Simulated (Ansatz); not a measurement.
# BP, first-principles data

BP:
```cif
data_B6P6
_chemical_formula_sum 'B6 P6'
_space_group_name_H-M_alt 'Pm-3n'
_space_group_IT_number 223
_space_group_name_Hall '-P 4n 2 3'
_cell_length_a 5.57601
_cell_length_b 5.57601
_cell_length_c 5.57601
_cell_angle_alpha 90.000
_cell_angle_beta 90.000
_cell_angle_gamma 90.000
loop_
_atom_site_label
_atom_site_type_symbol
_atom_site_symmetry_multiplicity
_atom_site_Wyckoff_symbol
_atom_site_fract_x
_atom_site_fract_y
_atom_site_fract_z
_atom_site_occupancy
B1 B 6 c 0.00000 0.50000 0.25000 1
P1 P 6 d 0.00000 0.25000 0.50000 1
```

Space group Pm-3n (No. 223); conventional cell a = b = c = 5.576 Å, α = β = γ = 90.00°.

Method: r²SCAN in the plane-wave PAW code Ansatz. Geometry: relaxed at this level of theory. Other levels are named where they apply.

**Cell and energy**

| Quantity | Value |
|---|---|
| Volume per atom | 14.45 Å³ |
| Density | 2.40 g/cm³ |
| Formation energy from the elements (no fitted shifts) | -0.15 eV/atom |

**Electronic structure**

| Quantity | Value |
|---|---|
| Band gap | 0.64 eV (indirect) |
| Valence-band maximum | at Γ |
| Conduction-band minimum | on the Γ–X line, 86 % of the way from Γ (6 equivalent valleys) |
| Smallest direct gap on the standard path | 1.11 eV |
| Electron effective mass | 0.33, 0.33, 0.58 mₑ (principal values) |
| Hole effective mass, band 1 of 3 at the edge | 1.3 along [100], 1.3 along [110], 0.50 along [111] (mₑ) |
| Hole effective mass, band 2 of 3 at the edge | 1.3 along [100], 0.39 along [110], 0.50 along [111] (mₑ) |
| Hole effective mass, band 3 of 3 at the edge | 0.17 along [100], 0.24 along [110], 0.29 along [111] (mₑ) |
| HSE06 gap on the r²SCAN cell | 1.30 eV |

**Mechanics**

| Quantity | Result |
|---|---|
| Bulk modulus (Birch–Murnaghan fit) | 127 GPa |
| Pressure derivative B′ | 3.7 |
| Elastic constants (relaxed ions, GPa) | C11 = 271, C12 = 55.9, C44 = 94.2 |
| Mechanical stability | stable (all eigenvalues of C positive) |
| Hill bulk and shear moduli | 127 and 99.3 GPa |
| Young's modulus | 236 GPa |
| Poisson's ratio | 0.19 |
| Debye temperature from the elastic constants | 867 K |

**Charges**

| Property | Result |
|---|---|
| Bader charges | B +0.53, P -0.53 e |

The start of the workflow was typed in or built on a structure type; neither database checked (COD, Materials Project) lists it. It is not the phase usual at ambient conditions (space group No. 216). Symmetry was held in the r²SCAN relaxation; its stability against distortions is not shown here. The references are the lowest solids computed at this level, not always the standard phases.

Potentials: the later of the program's two PAW sets.
